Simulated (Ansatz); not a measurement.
How far is PAW off for Mg?

```yaml
crystal:
  lattice:
    - [3.20927, 0.00000, 0.00000]
    - [-1.60464, 2.77931, 0.00000]
    - [0.00000, 0.00000, 5.10612]
  atoms:
    - { symbol: Mg, position: [0.33333, 0.66667, 0.25000] }
    - { symbol: Mg, position: [0.66667, 0.33333, 0.75000] }
```

Atoms are numbered in the order listed.

Conventional cell: a = 3.209 Å, b = 3.209 Å, c = 5.106 Å, α = 90.00°, β = 90.00°, γ = 120.00°. Mg (atom 1) has 12 Mg at 3.15 to 3.21 Å as nearest neighbours.

The cell is COD entry 9008506, as deposited and not checked against the literature; nothing was relaxed. The listed cell was then made from it by scaling, straining or moving an atom.

Methods: DFT, PBEsol, PAW with Ansatz's default frozen-core files, scalar-relativistic (Ansatz 0.2.0); DFT, PBEsol, all-electron PAW with datasets made for the crystal, scalar-relativistic (Ansatz 0.2.0); DFT, PBEsol, all-electron LAPW, scalar-relativistic (Ansatz 0.2.0).

For PAW: a Γ-centred 12×12×7 k mesh, Fermi–Dirac smearing of 0.08 eV, cutoff 420 eV, no spin polarisation; the PAW files were made with PBE, and the program remakes their frozen cores for this functional. The crystal-made all-electron datasets (AE datasets) take a cutoff of 100 eV at this cell. LAPW targets a basis error of 0.5 meV/atom. The Ansatz runs share mesh, smearing and spin set-up. Plane-wave (PAW) pressures include the program's estimate of the Pulay term.

Stress and pressure are positive in compression.

| quantity | PAW | AE datasets | LAPW |
| --- | --- | --- | --- |
| pressure (GPa) | -0.42 | -0.44 | -0.44 |
| stress xx (GPa) | -0.54 | -0.57 | -0.56 |
| stress zz (GPa) | -0.16 | -0.19 | -0.18 |

PAW's pressure differs from the LAPW value by +0.02 GPa.
